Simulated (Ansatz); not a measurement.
Relaxed ZnO (wurtzite):

```
CELL_PARAMETERS angstrom
      3.23518     0.00000     0.00000
     -1.61759     2.80175     0.00000
      0.00000     0.00000     5.21141
ATOMIC_POSITIONS crystal
  Zn 0.66667 0.33333 0.00241
  Zn 0.33333 0.66667 0.50241
  O  0.66667 0.33333 0.62279
  O  0.33333 0.66667 0.12279
```

Scan: atom 3 (O, nearest neighbour Zn at 1.970 Å; its periodic images, 3.2 Å or more away, move with it) is displaced along Cartesian [111], direction (0.577, 0.577, 0.577) in Cartesian axes, by s. The other atoms stay.

The numbers are results of r2SCAN (plane waves to 500 eV, PAW, scalar-relativistic; Ansatz, an electronic-structure program), not measurements. k mesh 9×9×5 (Γ-centred), Fermi-Dirac smearing 0.05 eV. The energy includes the smearing's −TS. ZnO was relaxed with its symmetry unable to fall. The zero of ΔE is the undisplaced structure.

```tsv
s (Å)	ΔE (meV/cell)
-0.390	738
-0.312	withheld
-0.234	265
-0.156	117
-0.078	29
0.000	0
0.078	29
0.156	115
0.234	256
0.312	449
0.390	688
```

Task: Fit a polynomial form (powers 2, 3, 4) to the given rows and predict ΔE at s = -0.312.

Result: Least squares on the 10 given rows: ΔE = (4803)·s² + (-413.2)·s³ + (-752.6)·s⁴, in meV/cell with s in Å; root-mean-square residual 0.7 meV/cell. At -0.312 the fit gives 473 meV/cell; the calculation gives 471 meV/cell, so the interpolation is off by 2 (+0.4 %). The quadratic term alone would give 468 meV/cell.

(For displaced atoms, the force is minus the slope of the energy, and its curvature is a force constant, which sets phonon frequencies.)
